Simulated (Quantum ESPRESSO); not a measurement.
```
ZnS
1.0
    1.90400     1.09927    12.45762
   -1.90400     1.09927    12.45762
    0.00000    -2.19855    12.45762
S Zn
4 4
Cartesian
  0.00000   0.00000  24.13913
  0.00000   0.00000  33.47984
  0.00000   0.00000  17.90534
  0.00000   0.00000   2.33831
  0.00000   0.00000  15.57327
  0.00000   0.00000   0.00250
  0.00000   0.00000  21.80333
  0.00000   0.00000  31.14404
```

The geometry is that of Materials Project entry mp-555410, symmetrised and not relaxed again.

### Question
What does norm-conserving PBEsol (Quantum ESPRESSO, 84 Ry, without SOC) give for the electronic structure near the Fermi level?

### Answer
The PBEsol gap is direct, 2.05 eV at Γ. 

This is not the ordinary phase of the substance.
